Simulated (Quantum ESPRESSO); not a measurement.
# Computed records: AlInGa2P4 (made-up cell), Si5Ge2 (made-up cell, one site empty)

All values are calculated (Quantum ESPRESSO 7.5). Calculation on a made-up crystal cell, not a measurement: periodic Kohn-Sham density functional theory in plane waves with PseudoDojo standard norm-conserving scalar-relativistic pseudopotentials, each functional with its own files (v0.5 for PBE, v0.4.1 for LDA and PBEsol), no spin polarisation, no spin-orbit coupling, atoms not relaxed, stress positive in tension, energies less a fixed whole-eV offset for each atom's element; levels are Kohn-Sham levels at fractions of this cell's reciprocal vectors, counted from the reference band (half the neutral cell's valence electrons, rounded up) at Gamma; error bars cover cutoff and k-mesh only, not smearing or the files; added strain carries the atoms with the cell, and shear is the tensor component; each bar is the largest change over components, and at least 0.002 eV, 0.002 eV per angstrom or 0.02 GPa; energies are for the whole cell, and the offsets were chosen from early runs and are not element reference energies.

Settings shared by all entries: lattice type zincblende/diamond; functional pbe; scf tolerance 1e-07 eV; electrons removed 0.

```yaml
- entry: 1
  formula: AlInGa2P4
  kind: "made-up cell"
  structure:
    cell_angstrom:
      - [5.5038, 0.0047, 0.0109]
      - [0.0047, 5.5538, 0.0212]
      - [0.0109, 0.0212, 5.4401]
    atoms_fractional:
      - [In, -0.00146, 0.00191, 0.00023]
      - [Ga, 0.00112, 0.49554, 0.49486]
      - [Ga, 0.50135, 2.0e-05, 0.49237]
      - [Al, 0.50189, 0.49956, 0.0049]
      - [P, 0.25042, 0.24396, 0.25428]
      - [P, 0.24681, 0.74944, 0.74914]
      - [P, 0.74817, 0.2454, 0.74784]
      - [P, 0.75438, 0.75216, 0.25075]
  given:
    "cutoff [eV]": 1088
    "fermi_dirac_smearing [eV]": 0.025
    k_mesh: "4 x 4 x 4, shifted by half a step"
    atom_site: [1, 2, 3, 4, 5, 6, 7, 8]
    "atom_energy_offset [eV]": [-1808, -2080, -2080, -64, -189, -189, -189, -189]
  results:
    "free_energy_less_offsets [eV]": -1.553
    "smearing_term_minus_ts [eV]": 0.0
    scf_iterations: 10
    "pressure [GPa]": 6.596
    "stress_xx [GPa]": -6.568
    "stress_yy [GPa]": -5.922
    "stress_zz [GPa]": -7.298
    "stress_yz [GPa]": 0.7991
    "stress_xz [GPa]": 0.03017
    "stress_xy [GPa]": 0.5096
    force_site: [1, 2, 3, 4, 5, 6, 7, 8]
    "force_x [eV/angstrom]": [0.3653, -0.01536, -0.005355, -0.08798, 1.019, 1.255, -1.206, -1.325]
    "force_y [eV/angstrom]": [0.02547, 0.1396, -0.3071, 0.0468, 1.344, -1.188, 1.398, -1.458]
    "force_z [eV/angstrom]": [-0.2449, 0.4351, 0.5897, -0.2736, 0.4875, -0.9362, -0.9786, 0.921]
    "error_bar_energy [eV]": 0.007726
    "error_bar_stress [GPa]": 0.02
    "error_bar_force [eV/angstrom]": 0.002
    error_bars_from: "tighter rerun of this cell"
- entry: 2
  formula: Si5Ge2
  kind: "made-up cell, one site empty"
  structure:
    cell_angstrom:
      - [5.3668, -0.0579, -0.002]
      - [-0.0579, 5.4125, 0.0259]
      - [-0.002, 0.0259, 5.4447]
    atoms_fractional:
      - [Ge, -0.00355, -0.00375, -0.01931]
      - [Si, 0.01432, 0.51431, 0.49926]
      - [Si, 0.49173, 0.00735, 0.50838]
      - [Si, 0.50857, 0.50427, 0.00431]
      - [Ge, 0.2577, 0.25697, 0.26194]
      - [Si, 0.76777, 0.24778, 0.76196]
      - [Si, 0.74172, 0.73994, 0.24891]
  given:
    empty_site: 6
    "cutoff [eV]": 1061
    "fermi_dirac_smearing [eV]": 0.1
    k_mesh: "6 x 6 x 6, shifted by half a step"
    atom_site: [1, 2, 3, 4, 5, 7, 8]
    "atom_energy_offset [eV]": [-2430, -115, -115, -115, -2430, -115, -115]
  results:
    "free_energy_less_offsets [eV]": 1.457
    "smearing_term_minus_ts [eV]": -0.07662
    scf_iterations: 10
    "pressure [GPa]": 2.198
    "stress_xx [GPa]": -2.599
    "stress_yy [GPa]": -2.459
    "stress_zz [GPa]": -1.535
    "stress_yz [GPa]": 2.716
    "stress_xz [GPa]": -3.16
    "stress_xy [GPa]": 1.121
    force_site: [1, 2, 3, 4, 5, 7, 8]
    "force_x [eV/angstrom]": [1.615, -0.4673, 0.9429, -0.2732, -0.6259, -1.604, 0.4119]
    "force_y [eV/angstrom]": [-1.476, 0.3283, -1.115, -0.5698, -0.1008, 1.748, 1.185]
    "force_z [eV/angstrom]": [1.349, 0.7743, 0.5335, -1.241, -0.831, -1.597, 1.012]
    "fermi_level [eV]": -0.704
    reference_band: 24
    level_k_point: [Gamma, "(1/2,1/2,1/2)", "(0.15,0,0)", "(0,0.15,0)", "(0,0,0.15)"]
    "next_band_up [eV]": [0.1345, 0.449, 0.1462, 0.1277, 0.07445]
    "error_bar_energy [eV]": 0.008209
    "error_bar_stress [GPa]": 0.03079
    "error_bar_force [eV/angstrom]": 0.006098
    "error_bar_next_band_up [eV]": 0.002
    "error_bar_fermi_level [eV]": 0.01666
    error_bars_from: "tighter rerun of this cell"
```
